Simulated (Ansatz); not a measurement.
A trial cell of SiBr7, before relaxation:

```cif
data_structure
_symmetry_space_group_name_H-M 'P 1'
_symmetry_Int_Tables_number 1
_cell_length_a 6.7333
_cell_length_b 6.7333
_cell_length_c 6.7333
_cell_angle_alpha 68.726
_cell_angle_beta 68.726
_cell_angle_gamma 68.726
_cell_volume 255.51
loop_
_atom_site_label
_atom_site_type_symbol
_atom_site_fract_x
_atom_site_fract_y
_atom_site_fract_z
_atom_site_occupancy
Si1 Si 0.00000 0.00000 0.00000 1
Br1 Br 0.77381 0.22619 0.50000 1
Br2 Br 0.50000 0.77381 0.22619 1
Br3 Br 0.22619 0.50000 0.77381 1
Br4 Br 0.22619 0.77381 0.50000 1
Br5 Br 0.50000 0.22619 0.77381 1
Br6 Br 0.77381 0.50000 0.22619 1
Br7 Br 0.50000 0.50000 0.50000 1
```

These are results of DFT PBE, scalar-relativistic, plane waves, PAW (Ansatz 0.2.0), not measurements. Cutoff 420 eV, Gaussian smearing, Γ-centred meshes. Cell and atoms relax first on a coarse mesh and then on a finer one. In between, the cell is made exact in the group found at 0.06 Å. In metals the finer mesh still leaves noise of several meV/atom or more. The steps can't lower the symmetry of their start. No spin polarisation.

A guess keeps its type if space group and coordination stay and the shape of the cell changes little (axis ratios within about 15 %, angles within 6°); the volume may change.

Q: Does this structure survive the relaxation?

A: It doesn't keep its type. The symmetry stays R-3m (No. 166). The volume per atom stays near 32.0 Å³. The shortest distance goes from 2.08 Å (Br–Br) to 2.49 Å (Br–Br). The ratio c/a of the conventional cell changes by a factor of 0.61. Counting neighbours within 15 % of an atom's shortest distance, the start has Br 3/6, Si 12 and the end Br 1/6, Si 12. In detail, at the end Si is surrounded by 12 Br at 3.41 Å (long against covalent radii, as for large ions); Br on a site of symmetry 2 is surrounded by 1 Br at 2.49 Å, 3 Br at 3.25 Å and 2 Si at 3.41 Å; Br on a site of symmetry -3m is surrounded by 6 Br at 3.25 Å.

```cif
data_structure
_symmetry_space_group_name_H-M 'R-3m:H'
_symmetry_Int_Tables_number 166
_cell_length_a 8.9832
_cell_length_b 8.9832
_cell_length_c 11.0024
_cell_angle_alpha 90.000
_cell_angle_beta 90.000
_cell_angle_gamma 120.000
_cell_volume 768.92
loop_
_atom_site_label
_atom_site_type_symbol
_atom_site_symmetry_multiplicity
_atom_site_Wyckoff_symbol
_atom_site_fract_x
_atom_site_fract_y
_atom_site_fract_z
_atom_site_occupancy
Si1 Si 3 a 0.00000 0.00000 0.00000 1
Br1 Br 18 g 0.36136 0.00000 0.50000 1
Br2 Br 3 b 0.00000 0.00000 0.50000 1
```

The last run used a 6×6×6 mesh for its 8-atom cell and Gaussian smearing of 0.10 eV. Weakly bound directions are ill-defined at this level, which has no dispersion term. An odd number of electrons in the primitive cell allows no gap without spin; a larger cell or a magnetic state could open one. The cell is a metal run without spin; a magnetic state may lie lower. Symmetry constrained the relaxation, so the result can be a saddle point.

In counts of neighbours, a slash parts the counts of unlike sites.
